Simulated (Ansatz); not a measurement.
SnO2:
```
SnO2
1.0
    4.82762     0.00000     0.00000
    0.00000     4.82762     0.00000
    0.00000     0.00000     3.23791
Sn O
2 4
Cartesian
  2.41381   2.41381   1.61896
  0.00000   0.00000   0.00000
  0.93368   3.89394   1.61896
  3.89394   0.93368   1.61896
  3.34749   3.34749   0.00000
  1.48013   1.48013   0.00000
```

Relaxed with PBE. Special points in fractions of this cell's reciprocal vectors: Γ (0.000, 0.000, 0.000); X (0.000, 0.500, 0.000); M (0.500, 0.500, 0.000); Z (0.000, 0.000, 0.500); R (0.000, 0.500, 0.500); A (0.500, 0.500, 0.500).

Question: List the band energies nearest the valence-band maximum at these points for the program Ansatz at the PBE level (PAW).

Answer: In eV from the valence-band maximum; about four levels below and three above (degenerate sets whole), none deeper than 8.9 eV; points with the same levels are listed once.

```tsv
k	below	above
Γ	-1.25 -1.25 -0.73 -0.73 0.00	0.68 5.71 6.09 6.09
X	-1.20 -1.20 -0.60 -0.60	3.89 3.89 6.83 6.83
M	-1.32 -1.32 -0.85 -0.85	4.28 4.28 7.17 7.17
Z	-1.52 -1.52 -1.18 -1.18	5.60 5.60 9.38 9.38
R	-1.01 -1.01 -0.74 -0.74	5.86 5.86 7.63 7.63
A	-0.91 -0.91 -0.78 -0.78	4.37 4.37 8.63 8.63
```

Space group P4_2/mnm (rutile). The PBE relaxation kept the symmetry of its start. Scalar-relativistic: spin–orbit coupling is off unless named, which matters more the heavier the elements.

Potentials: the earlier of the program's two PAW sets.
